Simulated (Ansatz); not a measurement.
CuI (zinc blende), relaxed and computed with several functionals in Ansatz (plane waves, PAW).

```csv
functional,a (Å),gap (eV),B₀ by P(V) fit (GPa)
PBE,6.079,1.10,39.0
r²SCAN,___,___,___
HSE06,6.094,2.60,36.7
```

Task: What belongs in the gaps?

Result: 
- r²SCAN, a (Å): 6.023
- r²SCAN, gap (eV): 1.67
- r²SCAN, B₀ by P(V) fit (GPa): 43.8

All cells were relaxed under the symmetry of their starts (and spin orders); stability against distortions was not tested throughout. Rows with no word on spin ran without spin polarisation. Scalar-relativistic: spin–orbit coupling is off unless named, which matters more the heavier the elements.

Potentials: the later of the program's two PAW sets.

Ansatz (a first-principles code) is a plane-wave DFT program.
